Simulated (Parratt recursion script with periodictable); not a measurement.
**EUV peak of a Si/Mo multilayer on Si against the thickness ratio**

| layer, from the top | thickness (Å) | density (g/cm³) | rms roughness of its top face (Å) | δ at 13.5 nm | β at 13.5 nm |
|---|---|---|---|---|---|
| Si (in each period) | varied | 2.313 | 5 | 9.927 × 10⁻⁴ | 0.001813 |
| Mo (in each period) | varied | 10.026 | 5 | 0.07476 | 0.006314 |
| Si (substrate) | – | 2.313 | 5 | 9.927 × 10⁻⁴ | 0.001813 |

The refractive index is n = 1 − δ + iβ; the runs take δ and β at each wavelength of the scan. Vacuum lies above.

Densities are inputs, not measurements. They were set from computed cells of the Materials Project: Si from entry mp-149 (Fd-3m, 2.313 g/cm³); Mo from entry mp-129 (Im-3m, 10.026 g/cm³). A layer's crystal structure does not enter its constants, only its composition and density.

Calculation: EUV and soft X-ray reflectivity, Parratt recursion, Névot-Croce roughness, Henke tables; Parratt recursion script with periodictable 1.7.1.

Light falls at α = 30° from the surface normal. It is s-polarised. The wavelength is scanned from 12.42 to 14.58 nm in 161 evenly spaced points, without smoothing. The peak is the highest scan point; its wavelength and height come from a parabola through R at that point and its two neighbours.

The pair is repeated 30 times. The runs differ in the two thicknesses alone; Γ is the share of Mo in the period D.

| Si (Å) | Mo (Å) | Γ | peak λ (nm) | peak R (%) |
|---|---|---|---|---|
| 64.6 | 16.1 | 0.20 | 13.711 | 58.2 |
| 56.5 | 24.2 | 0.30 | ? | ? |
| 44.4 | 36.3 | 0.45 | 13.468 | 70.3 |
| 40.4 | 40.4 | 0.50 | 13.430 | 69.6 |

Question: Estimate the peak wavelength and height at Γ = 0.30.

Answer: Wavelength: with δ̄ the thickness-weighted δ at 13.5 nm and α the angle from the normal (sin²α = 0.2500), λ ≈ 2D[(1 − δ̄)² − sin²α]^½.

| Γ | D (Å) | δ̄ | λ by hand (nm) | run minus hand (nm) |
|---|---|---|---|---|
| 0.20 | 80.7 | 0.0157 | 13.684 | 0.027 |
| 0.30 | 80.7 | 0.0231 | 13.545 | to find |
| 0.45 | 80.7 | 0.0342 | 13.336 | 0.132 |

The difference, interpolated in Γ, is 0.069 nm, so λ ≈ 13.545 + 0.069 = 13.614 nm.

Height: the parabola through the rows at Γ = 0.20, 0.45, 0.50 has weights 0.400, 1.600, −1.000 at Γ = 0.30, which give 66.2 %.

The run gave 13.625 nm and 67.9 %, so the estimates miss by 0.011 nm and 1.7 points. Of these 4 runs, Γ = 0.45 has the highest peak.
